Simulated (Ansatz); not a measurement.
## Property card for SiF

All numbers below come from DFT PBE, scalar-relativistic, plane waves, PAW in Ansatz 0.2.0.

Plane waves to 420 eV, a k mesh through Γ of 8×8×8 on the computed 6-atom cell and Gaussian smearing (0.10 eV); no spin polarisation.

The structure is relaxed at this level of theory with its symmetry kept, and needn't be the ground state of this composition.

```yaml
crystal:
  lattice:
    - [4.51521, 0.00000, 0.00000]
    - [0.00000, 4.51521, 0.00000]
    - [0.00000, 0.00000, 4.51521]
  atoms:
    - { symbol: Si, position: [0.50000, 0.00000, 0.00000] }
    - { symbol: Si, position: [0.00000, 0.50000, 0.00000] }
    - { symbol: Si, position: [0.00000, 0.00000, 0.50000] }
    - { symbol: F, position: [0.00000, 0.50000, 0.50000] }
    - { symbol: F, position: [0.50000, 0.00000, 0.50000] }
    - { symbol: F, position: [0.50000, 0.50000, 0.00000] }
```

| Property | Result |
| --- | --- |
| Space group | Pm-3m (No. 221) |
| Volume per atom | 15.34 Å³ |
| Formation energy from the elements' standard states (uncorrected) | -0.657 eV/atom |
| Kohn–Sham band gap | none (metal) |
| Density of states at the Fermi level | 2.5 states/eV per cell |
| Orbital (Löwdin) character within 0.5 eV of the Fermi level | Si 3p 81 %, F 2p 9 % |
| Bader charge by site (e) | Si (3 in the cell) 0.83, F (3 in the cell) -0.83 |

The cell was found from a structure generator's guess, not taken from experiment. Löwdin shares on free-atom orbitals overweight diffuse shells.
